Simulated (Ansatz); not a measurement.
Sn: energy along a strain

Sn, I4/mmm, a = 3.182 Å, c = 5.831 Å (as given, not relaxed at this level: -2.8 GPa). This isn't the element's structure at ambient conditions. Ansatz: r2SCAN, PAW, 500 eV, Γ-centred 20×20×20 mesh on 1 atom, Gaussian smearing 0.15 eV; no spin polarisation. Cell vectors (Å): -1.591 1.591 2.916; 1.591 -1.591 2.916; 1.591 1.591 -2.916. The cell is strained by x per cent times the pattern (0 0 0 0 0 1) in the order xx yy zz yz xz xy (engineering shears), with fractional coordinates held. y is the free energy over the start, V0 = 29.512 Å³/atom. Symmetry makes y even in x. Points with a strain past 8.5 % were computed too (4) and aren't used here.

| x (%) | y (meV/atom) |
| --- | --- |
| -7.50 | 0.23 |
| 0.00 | 0.00 |
| 1.87 | ? |
| 3.75 | 0.01 |
| 5.62 | 0.07 |

Q: Fit y = c2 x² + c4 x⁴ to the other rows, get the stiffness along the pattern, and predict the missing energy.

A: Least squares on the rows shown. y = −0.0002717 x² + 7.761×10⁻⁵ x⁴. The clamped-ion stiffness p·C·p = 2 × -0.002717 eV × 160.2 / 29.512 Å³ = 0.0 GPa, which is C66 in these axes (second derivative at the start, which stands under stress). At x = 1.87 the fit asked for gives 0.00 meV/atom. The run gave 0.00 meV/atom, the same to the digits shown.